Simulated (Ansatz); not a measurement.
Cs:
```xyz
1
Lattice="-3.1339 3.1339 3.1339 3.1339 -3.1339 3.1339 3.1339 3.1339 -3.1339" Properties=species:S:1:pos:R:3 pbc="T T T"
Cs     0.0000     0.0000     0.0000
```

Relaxed with r²SCAN.

Q: List the phonon frequencies at the special points (DFPT on a 3×3×3 q-mesh, Fourier-interpolated; plane-wave PAW r²SCAN (Ansatz code)).

A: In cm⁻¹.

```tsv
q	frequencies
Γ	0 0 0
H	31 31 31
N	9 19 35
P	26 26 26
```

Space group Im-3m (bcc (W type)). The cell was relaxed with r²SCAN under the symmetry of its start; phonons on a q-mesh show no instability. As this level gives no gap, phonon frequencies hold no LO–TO term and depend on the k-mesh and smearing (Fermi–Dirac, 0.1 eV here). Scalar-relativistic: spin–orbit coupling is off unless named, which matters more the heavier the elements.

Potentials: the later of the program's two PAW sets.
